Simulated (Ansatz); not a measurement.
# Perovskite alloy of SrTiO3 and BaTiO3 (25 of 27 Sr sites exchanged), 135 atoms

Ansatz, PAW, plane waves. PBEsol relaxation of volume and atoms (shape held) at the single k point (½, ½, ½); single points on the relaxed atoms at the Γ point alone, onto which points of the small cell's zone fold. Arrangement: quasirandom. No spin–orbit coupling unless named.

Relaxed cell: a = 11.899 Å, b = 11.899 Å, c = 11.899 Å, α = 90.00°, β = 90.00°, γ = 90.00°.

Mean bond lengths: Ba–O 2.807 Å; O–Sr 2.775 Å; O–Ti 1.984 Å.

Q: What gap lies between the top filled and the lowest empty level in the single points?

A: HSE06 3.40 eV (77 s on NVIDIA GB200).
